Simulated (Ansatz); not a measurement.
TiC (rock salt)

```
CELL_PARAMETERS angstrom
      0.00000     2.14664     2.14664
      2.14664     0.00000     2.14664
      2.14664     2.14664     0.00000
ATOMIC_POSITIONS crystal
  C  0.00000 0.00000 0.00000
  Ti 0.50000 0.50000 0.50000
```

The slice is a {111} plane (indices of the conventional cell) through the point (0.000, 0.000, 0.000) (fractional), spanned by u = [100] and v = [-1 2 0] in vectors of this cell: u (3.04 Å) and v (5.26 Å, at 90° to u). It covers one period; positions are fractions (u, v).

All values below come from PBEsol (plane waves to 420 eV, PAW, scalar-relativistic; Ansatz, an electronic-structure program). k mesh 19×19×19. These are valence fields of a PAW run, semicore shells included where kept as valence: close to a nucleus they are smooth pseudo fields. TiC is run without spin polarisation. TiC was relaxed with its symmetry unable to fall.

Sketch the electron localisation function (ELF) on this plane as a map.


```
|xxxx%%@@@@**::..::**@@@@%%xx|
|##%%@@@@%%++..  ..++%%@@@@%%|
|@@@@@@@@**::      ::**@@@@@@|
|@@@@%%**==..      ..==**%%@@|
|****++--::..      ..::--++**|
|::::::::::::::::::::::::::::|
|    ..::--++******++--::..  |
|    ..==**%%@@@@@@%%**==..  |
|    ::**@@@@@@@@@@@@@@**::  |
|  ..++%%@@@@%%##%%@@@@%%++..|
|..::**@@@@%%xxxxxx%%@@@@**::|
|::--##@@@@##xxxxxx##@@@@##--|
|..::**@@@@%%xxxxxx%%@@@@**::|
|  ..++%%@@@@%%##%%@@@@%%++..|
|    ::**@@@@@@@@@@@@@@**::  |
|    ..==**%%@@@@@@%%**==..  |
|    ..::--++******++--::..  |
|::::::::::::::::::::::::::::|
|****++--::..      ..::--++**|
|@@@@%%**==..      ..==**%%@@|
|@@@@@@@@**::      ::**@@@@@@|
|##%%@@@@%%++..  ..++%%@@@@%%|
|xxxx%%@@@@**::..::**@@@@%%xx|
|xxxx##@@@@##--::--##@@@@##xx|
```
Scale: ten equal steps from 0.08 (start of ' ') to 0.79 (end of '@'), in the order ' .:-=+*#%@'. Values: electron localisation function (ELF). The map has 14 points along u (two characters each, u = 0 at the left) and 24 along v (v = 0 in the bottom row). Points within 0.4 Å of a nucleus are blanked (x), as the pseudised field means little there.
